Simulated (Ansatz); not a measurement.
AlCo:
```yaml
crystal:
  lattice:
    - [1.33270, -4.60206, 0.00000]
    - [1.33270, 4.60206, 0.00000]
    - [0.00000, 0.00000, 3.92150]
  atoms:
    - { symbol: Al, position: [0.66075, 0.33925, 0.25000] }
    - { symbol: Co, position: [0.92919, 0.07081, 0.25000] }
    - { symbol: Al, position: [0.33925, 0.66075, 0.75000] }
    - { symbol: Co, position: [0.07081, 0.92919, 0.75000] }
```
The run is spin-polarised; directions of the spins, atom by atom: 0 ↑ 0 ↑.

This is the PBEsol-relaxed structure.

### Question
All from plane-wave PAW PBEsol (Ansatz code), unless another level is named. Give the formation energy from the elements (no fitted shifts).

### Answer
-0.28 eV/atom.

### Question
Predict the density of states at the Fermi level.

### Answer
0.95 states/eV per atom (mean over ±0.08 eV).

Space group Cmcm. The start of the workflow was typed in or built on a structure type; neither database checked (COD, Materials Project) lists it. Whether it is the stable phase at ambient conditions was not checked. The cell was relaxed with PBEsol under the symmetry of its start; its stability against distortions is not shown here. Spin order of the final state: ferromagnetic, the only order run, not a proven ground state. The references are the lowest solids computed at this level, not always the standard phases.

Potentials: the earlier of the program's two PAW sets. The files were generated under PBE; for other functionals the program regenerates the frozen cores, and for LDA and PBEsol the local potential too.
